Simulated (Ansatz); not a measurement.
An Ansatz (a first-principles code) run. Input:

Ansatz 0.2 input:
```yaml
crystal:
  lattice:
    - [2.6251124289, 0.0, 0.0]
    - [0.0, 2.6251124289, 0.0]
    - [0.0, 0.0, 2.6251124289]
  atoms:
    - { symbol: Mg, position: [0.0, 0.0, 0.0] }
    - { symbol: O, position: [0.5, 0.5, 0.5] }
kpoints:
  mp_grid: { grid: [10, 10, 10] }
hamiltonian:
  xc: r2scan
  pseudopotentials: { azcp: { folder: ./paw }, kind: paw }
scf:
  occupations: { method: fixed }
elastic: { mode: relaxed_ion, stencil: two_point, amplitude: 0.005, f_tol: 0.0005 }
```

Output (shortened):

```
Pseudopotentials: kind: paw
Pseudopotential: Mg, paw, valence charge 10
Pseudopotential: O, paw, valence charge 6
Functional definition: r2SCAN
Crystal: 2 atoms, lattice volume = 18.090 Å³
Basis set: ecut = 500 eV, 461 PW (Γ), exchange–correlation on 80×80×80 points (64 copies of the dense FFT grid, shifted against one another)
Bands: 12, of which v1, the nominal top of the filled ones, is band 8 counted from 1 (7 counted from 0)
Symmetry: 48 space group operations
Space group: Pm-3m (ITA 221), of the structure as read, at distance tolerance 2.6e-5 Å
k-points: 56 of 1000
PAW frozen core: Mg, regenerated for the run's functional
PAW frozen core: O, regenerated for the run's functional
Initial density: superposition of atomic densities (chi_scale 0.1, normalization cell, long waves kept (reshape's long-wave potential 0.00 eV rms))
Initial wavefunctions: pseudopotential atomic-orbital guess
Eigensolver: davidson
Functional: x = r2scan, c = r2scan; τ floored in thin density (d = 2e-4 eV/Å³)
all-band conjugate gradients solve this SCF's bands
SCF 1 converged in 10 iterations: F = -2496.704770 eV  dr2 = 2.79e-15
Crystal: 2 atoms, lattice volume = 18.090 Å³
Initial density: handed on by an earlier stage of this run
Initial wavefunctions: those handed on with the density
SCF 2 converged in 2 iterations: F = -2496.704770 eV  dr2 = 2.77e-16
density extrapolation: transplant  |δρ|_rms = 6.805e-2 e/Å³  SAD shift = 1.093e-2 e/Å³
Crystal: 2 atoms, lattice volume = 18.000 Å³
Symmetry: 16 space group operations
k-points: 126 of 1000
SCF 3 converged in 8 iterations: F = -2496.703889 eV  dr2 = 6.36e-14
density extrapolation: first-order (α = -2.000)  |δρ|_rms = 6.805e-2 e/Å³  SAD shift = 1.085e-2 e/Å³
Crystal: 2 atoms, lattice volume = 18.181 Å³
SCF 4 converged in 7 iterations: F = -2496.703898 eV  dr2 = 1.20e-14
density extrapolation: transplant  |δρ|_rms = 6.805e-2 e/Å³  SAD shift = 6.178e-3 e/Å³
Crystal: 2 atoms, lattice volume = 18.090 Å³
Symmetry: 8 space group operations
k-points: 186 of 1000
SCF 5 converged in 7 iterations: F = -2496.704860 eV  dr2 = 5.27e-14
density extrapolation: first-order (α = -2.000)  |δρ|_rms = 6.805e-2 e/Å³  SAD shift = 6.178e-3 e/Å³
Crystal: 2 atoms, lattice volume = 18.090 Å³
SCF 6 converged in 5 iterations: F = -2496.704860 eV  dr2 = 2.47e-14
SCF converged after 2 iterations
Free energy (F): -2496.704770 eV
Harris-Foulkes:  -2496.704770 eV  (|F-HF|=4.55e-13)
Internal energy: -2496.704770 eV  (E = F + TS)
E sigma→0 (E₀):  -2496.704770 eV
Fermi energy:    9.825992 eV
--- Per-component energies (eV) ---
  E_band       = -307.540794
  E_kinetic    = 243.935112
  E_local      = -1632.748008  (includes V_loc(G=0)·N_el)
  E_nonlocal   = 246.669129
  E_hartree    = 535.634074
  E_xc         = -98.475517
  E_vxc        = -141.947199  (∫ρ·V_xc dr)
  E_paw        = -469.406350  (= ΣΔE_a)
  E_vpaw       = -103.813256  (= ΣTr[D̂ρ^β])
  E_aug_tail   = 0.000273  (compensation charges beyond the density's cutoff)
  E_vtau       = 9.095006  (kinetic-family band-sum trace: ∫τ·v_τ [+ j·A + Jᵃ·Aᵃ] dr)
  E_ewald      = -1322.255334
  E_core_change = -0.058149  (= ΣΔE_core)
  E_smearing   =  0.000000  (= −TS)
  E_closure    = 0.000000  (closes the sum)
  Σ components = -2496.704770   (vs F -2496.704770, Δ=0.00e0)
--- Forces (eV/Å), atoms counted from 1 ---
  atom   1  Mg     0.00000000     0.00000000     0.00000000
  atom   2  O      0.00000000     0.00000000     0.00000000
  max |Σ_I F_I| component: 0.0 eV/Å
--- Stress (GPa, compression-positive) ---
       -0.001896       0.000000       0.000000
        0.000000      -0.001896       0.000000
        0.000000       0.000000      -0.001896
  P = ⅓ Tr σ = -0.0019 GPa (-0.019 kbar)
  The stress holds the Pulay correction. Without it, at fixed plane waves, as pw.x and ABINIT print it: P = -0.0758 GPa
  The stress includes an estimate of the error left by incomplete SCF convergence (largest component  0.0000 GPa …
--- Band table (eV; the first three rows and the last of 56) ---
  k-point 0: bands = ["-67.7314", "-32.7757", "-32.7757", "-32.7757", "-9.7373", "8.7746", "8.7746", "8.7746", "13.3141", "21.2915", "21.2915", "31.7689"]
  k-point 1: bands = ["-67.7303", "-32.7884", "-32.7746", "-32.7746", "-9.6356", "7.9643", "8.8169", "8.8169", "13.9014", "21.5058", "21.5295", "31.5611"]
  k-point 2: bands = ["-67.7271", "-32.8213", "-32.7715", "-32.7715", "-9.3556", "6.3572", "8.9297", "8.9297", "15.0124", "21.8596", "22.1448", "30.9520"]
  k-point 55: bands = ["-67.6955", "-32.8670", "-32.8670", "-32.8670", "-6.7833", "6.0550", "6.0550", "6.0550", "18.3024", "18.3024", "18.3024", "27.7619"]
  band table: 12 of 12 bands, residual norms ≤ 1.0e-3 eV
--- Elastic constants: 2 strain directions × 2 members + reference (group order 48) ---
  dense FFT box of the reference and of every strained cell: 20×20×20
  strains applied: 11, 23; error gains: componentwise 1.00 (the most a stress slope's error grows in a printed constant), spectral 1.73 (1 for all six strains …
  C = ∂σ_k/∂η_j (tension-positive GPa; Voigt order 11 22 33 23 13 12):
       622.206    -73.979    -73.979      0.000      0.000      0.000
       -73.979    622.206    -73.979      0.000      0.000      0.000
       -73.979    -73.979    622.206      0.000      0.000      0.000
         0.000      0.000      0.000    -61.246      0.000      0.000
         0.000      0.000      0.000      0.000    -61.246      0.000
         0.000      0.000      0.000      0.000      0.000    -61.246
  reference stress σ⁰ (GPa):      0.002      0.002      0.002      0.000      0.000      0.000
  moduli (Voigt/Reuss/Hill, GPa): K = 158.08/158.08/158.08   G = 102.49/-115.64/-6.58   E = -20.00   ν = 0.521
  mechanically stable: NO (min eigenvalue of sym C = -61.25 GPa)
  strain η (Voigt 11):  stress-route row diagonal C_11 = 622.21 GPa, energy-path curvature d²(F+E_count+ΔE)/dδ²/Ω₀ = 622.16 GPa
         δ    σ_11 (GPa)             F (eV)   n_scf  n_hpsi   n_pw
    -5.000e-3      -3.1491       -2496.7038889       8   29491    468   relax 0 steps, max|allowed force component| 0.0 eV/Å
     5.000e-3       3.0730       -2496.7038979       7   27784    480   relax 0 steps, max|allowed force component| 0.0 eV/Å
  strain η (Voigt 23):  stress-route row diagonal C_44 = -61.25 GPa, energy-path curvature d²(F+E_count+ΔE)/dδ²/Ω₀ = -61.25 GPa
         δ    σ_23 (GPa)             F (eV)   n_scf  n_hpsi   n_pw
    -5.000e-3       0.3062       -2496.7048600       7   40843    480   relax 0 steps, max|allowed force component| 0.0 eV/Å
     5.000e-3      -0.3062       -2496.7048600       5   34540    480   relax 0 steps, max|allowed force component| 0.0 eV/Å
```

Cost: around 15 core-seconds (rough) on shared cores.

This is a known high-pressure phase of the composition, computed here at zero pressure and temperature. Symmetry was held in the r²SCAN relaxation. At this level the phase is mechanically unstable.

Potentials: the earlier of the program's two PAW sets.

Ansatz is a plane-wave DFT program.
